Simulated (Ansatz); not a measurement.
As:
```cif
data_As4
_chemical_formula_sum 'As4'
_space_group_name_H-M_alt 'P 1'
_space_group_IT_number 1
_cell_length_a 5.97456
_cell_length_b 5.97456
_cell_length_c 5.97456
_cell_angle_alpha 109.471
_cell_angle_beta 109.471
_cell_angle_gamma 109.471
loop_
_space_group_symop_operation_xyz
  'x, y, z'
loop_
_atom_site_label
_atom_site_type_symbol
_atom_site_fract_x
_atom_site_fract_y
_atom_site_fract_z
_atom_site_occupancy
As1 As 0.00000 0.25000 0.50000 1
As2 As 0.25000 0.50000 0.00000 1
As3 As 0.50000 0.00000 0.25000 1
As4 As 0.25000 0.25000 0.25000 1
```

This is the r²SCAN-relaxed structure.

Q: All from DFT-r²SCAN in the program Ansatz with PAW potentials, unless another level is named. Estimate the electronic character.

A: metallic (no gap).

Q: And the density of states at the Fermi level?

A: 0.61 states/eV per atom (mean over ±0.08 eV).

Q: What about the gap with spin–orbit coupling?

A: none (metallic).

Space group I4_132. The start of the workflow was typed in or built on a structure type; neither database checked (COD, Materials Project) lists it. It is not the phase usual at ambient conditions (space group No. 166). Symmetry was held in the r²SCAN relaxation. At this level the phase is mechanically unstable. The volume moved by 53 % from the start of the relaxation. Spin–orbit coupling is left out wherever it is not named.

Potentials: the earlier of the program's two PAW sets.
